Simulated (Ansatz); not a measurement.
Total density of states per atom from plane-wave PAW PBE (Ansatz code), in 0.25 eV bins, energy from the Fermi level:

(E (eV), states/eV/atom): (-7.85, 0.08); (-7.60, 0.10); (-7.35, 0.11); (-7.10, 0.12); (-6.85, 0.13); (-6.60, 0.15); (-6.35, 0.17); (-6.10, 0.20); (-5.85, 0.25); (-5.60, 0.44); (-5.35, 0.64); (-5.10, 0.87); (-4.85, 1.16); (-4.60, 0.80); (-4.35, 0.69); (-4.10, 1.83); (-3.85, 1.57); (-3.60, 1.54); (-3.35, 2.26); (-3.10, 1.47); (-2.85, 0.87); (-2.60, 1.20); (-2.35, 2.25); (-2.10, 3.52); (-1.85, 3.70); (-1.60, 2.57); (-1.35, 1.92); (-1.10, 1.20); (-0.85, 0.98); (-0.60, 0.27); (-0.35, 0.26); (-0.10, 0.48); (0.15, 1.11); (0.40, 1.62); (0.65, 2.03); (0.90, 1.69); (1.15, 1.24); (1.40, 1.65); (1.65, 0.52); (1.90, 0.28); (2.15, 0.36); (2.40, 0.34); (2.65, 0.31); (2.90, 0.29); (3.15, 0.27); (3.40, 0.25); (3.65, 0.24); (3.90, 0.22); (4.15, 0.21); (4.40, 0.19); (4.65, 0.18)

Problem. Pick the material that matches.
A. FeCo, CsCl type
B. SbPt, CsCl type
C. AlP, CsCl type
D. PRu, CsCl type

Solution. A, FeCo, CsCl type. Within 0.5 eV of the Fermi level: Fe 3d 56 %, Co 3d 34 %. Projections are on Löwdin-orthogonalised atomic valence shells; empty p or d shells of many metals are not among them.

Space group Pm-3m (CsCl type). Symmetry was held in the PBE relaxation. The final state is ferromagnetic, chosen from 4 collinear starts compared on coarse meshes (ties went to the first, and starts can fall back to one state), not a proven ground state. Textbook magnetic order: ferromagnetic.

Potentials: the earlier of the program's two PAW sets.
